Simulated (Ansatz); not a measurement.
Relaxed MoSi2 (MoSi2 type, space group I4/mmm):

```
MoSi2
1.0
   -3.21692     3.21692     7.87303
    0.00000     0.00000     7.87303
    1.60846     1.60846    -3.93652
Mo Si
2 4
Cartesian
  0.00000   0.00000   0.00000
 -1.60846   1.60846  11.80955
  0.00000   0.00000   2.63836
 -1.60846   1.60846   6.57488
  1.60846   1.60846   1.29816
 -1.60846   1.60846   9.17119
```

The atoms are displaced by Q × the pattern below (from a DFPT mode at X = (0.5, 0.5, 0.0), largest move 1; Q in Å), at fixed cell. (q is in reciprocal vectors of the primitive cell; the cell shown is doubled to hold the pattern.)

```json
[
 {"atom": "Mo1", "x": "0.672", "y": "0.672", "z": "0.000"},
 {"atom": "Mo2", "x": "-0.672", "y": "-0.672", "z": "0.000"},
 {"atom": "Si3", "x": "0.707", "y": "0.707", "z": "0.000"},
 {"atom": "Si4", "x": "-0.707", "y": "-0.707", "z": "0.000"},
 {"atom": "Si5", "x": "0.707", "y": "0.707", "z": "0.000"},
 {"atom": "Si6", "x": "-0.707", "y": "-0.707", "z": "0.000"}
]
```

Computed with PBE (plane waves to 420 eV, PAW, scalar-relativistic; Ansatz, a quantum-chemistry and plane-wave program). k mesh 20×20×20 (Γ-centred), Fermi-Dirac smearing 0.05 eV. E stands for the smeared free energy. With partly filled bands, energies and forces of such displacements shift with the k mesh and the smearing. MoSi2 is run without spin polarisation. MoSi2 was relaxed with its symmetry unable to fall. ΔE is measured from the undisplaced structure.

| Q (Å) | ΔE (meV/cell) |
|---|---|
| -0.100 | 203 |
| -0.067 | 91 |
| -0.033 | 23 |
| 0.000 | 0 |
| 0.033 | 23 |
| 0.067 | 91 |
| 0.100 | 203 |

Task: Which DFPT wavenumber at X = (0.5, 0.5, 0.0) belongs to this mode?
A. 301 cm⁻¹
B. 199 cm⁻¹
C. 373 cm⁻¹
D. 259 cm⁻¹

Result: B, 199 cm⁻¹. The curvature of the scan gives 199 cm⁻¹

(For displaced atoms, the force is minus the slope of the energy, and its curvature is a force constant, which sets phonon frequencies.)
